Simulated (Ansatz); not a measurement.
Relaxed-ion elastic tensor of Al₂Au (fluorite or antifluorite type, Fm-3m) in GPa (Voigt order), PBEsol in the plane-wave PAW code Ansatz; density 7.70 g/cm³, 18.03 Å³ per atom.

|  | 1 | 2 | 3 | 4 | 5 | 6 |
|---|---|---|---|---|---|---|
| 1 | 153 | 96.0 | 96.0 | 0.0 | 0.0 | 0.0 |
| 2 | 96.0 | 153 | 96.0 | 0.0 | 0.0 | 0.0 |
| 3 | 96.0 | 96.0 | 153 | 0.0 | 0.0 | 0.0 |
| 4 | 0.0 | 0.0 | 0.0 | 52.0 | 0.0 | 0.0 |
| 5 | 0.0 | 0.0 | 0.0 | 0.0 | 52.0 | 0.0 |
| 6 | 0.0 | 0.0 | 0.0 | 0.0 | 0.0 | 52.0 |

Task: Is the crystal mechanically stable?

Result: Yes: the smallest eigenvalue of C is 52.0 GPa.

Task: Work out the Voigt, Reuss and Hill averages.

Result: K_V = 115, K_R = 115, K_H = 115; G_V = 42.7, G_R = 39.2, G_H = 40.9 GPa.

Task: Give Young's modulus, Poisson's ratio, Pugh's ratio and the universal anisotropy index.

Result: E = 9KG/(3K + G) = 110 GPa; ν = 0.34; K/G = 2.81 (ductile by the Pugh limit of 1.75); A_U = 5G_V/G_R + K_V/K_R − 6 = 0.44.

Task: Estimate the sound speeds and the Debye temperature.

Result: v_l = √((K + 4G/3)/ρ) = 4690 m/s, v_t = √(G/ρ) = 2300 m/s, mean 2590 m/s; Θ = (h/k)(3n/4πV)^(1/3) v_m = 294 K.

Task: Give the Zener ratio and Young's modulus along [100], [110] and [111].

Result: A = 2C44/(C11 − C12) = 1.82; 1/E = S11 − 2(S11 − S12 − S44/2)Γ with Γ = 0, 1/4, 1/3 gives 79.3, 115, 136 GPa.

Symmetry was held in the PBEsol relaxation; of distortions, only those at the zone centre were tested. As this level gives no gap, shear constants depend on the k-mesh and smearing (Fermi–Dirac, 0.1 eV here). Scalar-relativistic: spin–orbit coupling is off unless named, which matters more the heavier the elements.

Potentials: the later of the program's two PAW sets.
